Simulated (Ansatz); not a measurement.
In:
```
CELL_PARAMETERS angstrom
      3.30755     0.00000     0.00000
     -1.65377     2.86442     0.00000
      0.00000     0.00000     5.59141
ATOMIC_POSITIONS crystal
  In 0.33333 0.66667 0.25000
  In 0.66667 0.33333 0.75000
```

Relaxed with r²SCAN. Special points in fractions of this cell's reciprocal vectors: Γ (0.000, 0.000, 0.000); M (0.500, 0.000, 0.000); K (0.333, 0.333, 0.000); A (0.000, 0.000, 0.500); L (0.500, 0.000, 0.500); H (0.333, 0.333, 0.500).

List the band energies nearest the Fermi level at these points for the program Ansatz at the r²SCAN level (PAW).

In eV from the Fermi level; about four levels below and three above (degenerate sets whole), none deeper than 8.9 eV; … stands for higher levels left out; points with the same levels are listed once.

```tsv
k	below	above
Γ	-4.95 -3.71	9.12 9.12 10.21
M	-5.00 -4.31 0.00	0.07 0.83 3.00
K	-3.38 -3.38 -1.86	1.82 1.82 2.10
A	-8.64 -8.64	2.64 2.64 …
L	-3.69 -3.69 -2.85 -2.85	6.00 6.00 …
H	-1.48 -1.48 -0.47 -0.47	…
```

Space group P6_3/mmc (hcp (Mg type)). The first step of the workflow began from a Materials Project structure, measured or hypothetical; the Crystallography Open Database copy checked does not list it. It is not the phase usual at ambient conditions (space group No. 139). The cell was relaxed with r²SCAN under the symmetry of its start; its stability against distortions is not shown here. Scalar-relativistic: spin–orbit coupling is off unless named, which matters more the heavier the elements.

Potentials: the later of the program's two PAW sets.
